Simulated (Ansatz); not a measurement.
NiTe₂:
```
NiTe2
1.0
    3.84703     0.00000     0.00000
   -1.92351     3.33163     0.00000
    0.00000     0.00000     5.32154
Ni Te
1 2
Direct
  0.00000   0.00000   0.00000
  0.33333   0.66667   0.24481
  0.66667   0.33333   0.75519
```

Relaxed with r²SCAN+D4. Special points in fractions of this cell's reciprocal vectors: Γ (0.000, 0.000, 0.000); M (0.500, 0.000, 0.000); K (0.333, 0.333, 0.000); A (0.000, 0.000, 0.500); L (0.500, 0.000, 0.500); H (0.333, 0.333, 0.500).

List the band energies nearest the Fermi level at these points for the program Ansatz at the r²SCAN+D4 level (PAW).

In eV from the Fermi level; about four levels below and three above (degenerate sets whole), none deeper than 8.9 eV; points with the same levels are listed once.

| k | below | above |
|---|---|---|
| Γ | -3.91 -3.91 -2.45 -2.45 -1.97 | 0.17 0.17 0.97 0.97 |
| M | -3.15 -2.33 -2.27 -1.95 | 0.01 2.01 3.47 |
| K | -1.73 -1.73 -0.36 -0.36 | 3.39 7.89 8.71 8.71 |
| A | -1.82 -0.92 -0.33 -0.33 | 1.65 1.65 5.01 |
| L | -2.34 -2.28 -2.24 -0.55 | 0.50 1.17 4.58 |
| H | -2.68 -2.68 -2.34 -2.05 -2.05 | 2.07 2.07 7.22 7.22 |

Space group P-3m1 (CdI2 type). The workflow started from an entry of the Crystallography Open Database (COD). Whether it is the stable phase at ambient conditions was not checked. The cell was relaxed with r²SCAN+D4 under the symmetry of its start; whether a distortion lowers the energy is not shown. The workflow began spin-polarised and lost its moments. The cell computed holds one magnetic atom, so no antiferromagnetic order was within reach. Scalar-relativistic: spin–orbit coupling is off unless named, which matters more the heavier the elements.

Potentials: the later of the program's two PAW sets.
